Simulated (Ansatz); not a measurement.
## LaPb3: frozen-core PAW against all-electron methods

```
CELL_PARAMETERS angstrom
4.94832 0.00000 0.00000
0.00000 4.94832 0.00000
0.00000 0.00000 4.94832
ATOMIC_POSITIONS crystal
La 0.00000 0.00000 0.00000
Pb 0.00000 0.50000 0.50000
Pb 0.50000 0.50000 0.00000
Pb 0.50000 0.00000 0.50000
```

Atoms are numbered in the order listed.

Structure from Materials Project entry mp-21432 (possibly hypothetical), not relaxed further.

No spin–orbit coupling, which matters for the heavy atoms here.

All numbers are computed: DFT, LDA, PAW with Ansatz's default frozen-core files, scalar-relativistic (Ansatz 0.2.0); DFT, LDA, all-electron PAW with datasets made for the crystal, scalar-relativistic (Ansatz 0.2.0); DFT, LDA, all-electron LAPW, scalar-relativistic (Ansatz 0.2.0).

For PAW: a Γ-centred 7×7×7 k mesh, Fermi–Dirac smearing of 0.08 eV, cutoff 420 eV, no spin polarisation; the PAW files were made with PBE, and the program remakes their frozen cores for this functional. The crystal-made all-electron datasets (AE datasets) take a cutoff of 260 eV at this cell. LAPW targets a basis error of 1 meV/atom. The Ansatz runs share mesh, smearing and spin set-up. Plane-wave (PAW) pressures include the program's estimate of the Pulay term.

Stress and pressure are positive in compression.

Spin–orbit coupling is left out, which moves gradients at and beside heavy atoms by some per cent and at worst by a factor of two.

In a metal, gradients converge slowly with the k mesh: the values move by tens of per cent from one mesh to another, at times in sign, so only the comparison on one mesh counts.

Levels count from the Fermi level.

```json
{"quantity": "pressure (GPa)", "PAW": "-3.68", "AE datasets": "-3.67", "LAPW": "-3.67"}
{"quantity": "highest filled level at X (eV)", "PAW": "-0.330", "AE datasets": "-0.329", "LAPW": "-0.329"}
{"quantity": "lowest empty level at X (eV)", "PAW": "0.094", "AE datasets": "0.094", "LAPW": "0.094"}
{"quantity": "highest filled level at M (eV)", "PAW": "-1.058", "AE datasets": "-1.057", "LAPW": "-1.057"}
{"quantity": "lowest empty level at M (eV)", "PAW": "0.232", "AE datasets": "0.233", "LAPW": "0.233"}
{"quantity": "highest filled level at R (eV)", "PAW": "-2.502", "AE datasets": "-2.504", "LAPW": "-2.504"}
{"quantity": "lowest empty level at R (eV)", "PAW": "1.435", "AE datasets": "1.446", "LAPW": "1.446"}
{"quantity": "field gradient Vzz at Pb2 (10²¹ V/m²)", "PAW": "35.71", "AE datasets": "35.53", "LAPW": "–"}
```

PAW's pressure differs from the LAPW value by about 0.01 GPa or less.
